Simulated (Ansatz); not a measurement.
La:
```cif
data_La4
_chemical_formula_sum 'La4'
_space_group_name_H-M_alt 'P 1'
_space_group_IT_number 1
_cell_length_a 3.66231
_cell_length_b 3.66231
_cell_length_c 11.79608
_cell_angle_alpha 90.000
_cell_angle_beta 90.000
_cell_angle_gamma 120.000
loop_
_space_group_symop_operation_xyz
  'x, y, z'
loop_
_atom_site_label
_atom_site_type_symbol
_atom_site_fract_x
_atom_site_fract_y
_atom_site_fract_z
_atom_site_occupancy
La1 La 0.00000 0.00000 0.00000 1
La2 La 0.00000 0.00000 0.50000 1
La3 La 0.33333 0.66667 0.25000 1
La4 La 0.66667 0.33333 0.75000 1
```

Relaxed with PBE+D3(BJ).

**Question.** Which orbitals make up the states near the Fermi level in PBE+D3(BJ) in the plane-wave PAW code Ansatz?

**Answer.** Within 0.5 eV of the Fermi level: La 5d 76 %, La 4f 14 %, La 6s 6 %. Projections are on Löwdin-orthogonalised atomic valence shells; empty p or d shells of many metals are not among them.

**Question.** Tabulate the density of states.

**Answer.** States/eV per cell of 4 atoms, in 0.25 eV bins, energy from the Fermi level.

```tsv
E (eV)	total	La 5d	La 4f	La 6s
-3.30	0.00	0.00	0.00	0.00
-3.05	0.09	0.00	0.00	0.07
-2.80	0.21	0.00	0.00	0.17
-2.55	0.31	0.01	0.00	0.25
-2.30	0.43	0.02	0.00	0.34
-2.05	1.07	0.48	0.00	0.48
-1.80	3.51	2.41	0.04	0.84
-1.55	5.97	4.21	0.10	1.31
-1.30	7.97	6.07	0.23	1.28
-1.05	6.73	5.34	0.25	0.84
-0.80	7.33	5.97	0.35	0.69
-0.55	5.19	4.32	0.33	0.33
-0.30	5.85	4.79	0.52	0.28
-0.05	5.19	4.04	0.64	0.27
0.20	7.76	5.60	1.28	0.53
0.45	6.05	4.09	1.38	0.35
0.70	6.79	4.25	1.86	0.41
0.95	8.64	4.92	2.84	0.49
1.20	8.73	4.17	3.73	0.51
```

Space group P6_3/mmc (dhcp (α-La type)). The cell was relaxed with PBE+D3(BJ) under the symmetry of its start. The pairwise dispersion correction was not fitted to metals. Scalar-relativistic: spin–orbit coupling is off unless named, which matters more the heavier the elements.

Potentials: the later of the program's two PAW sets.
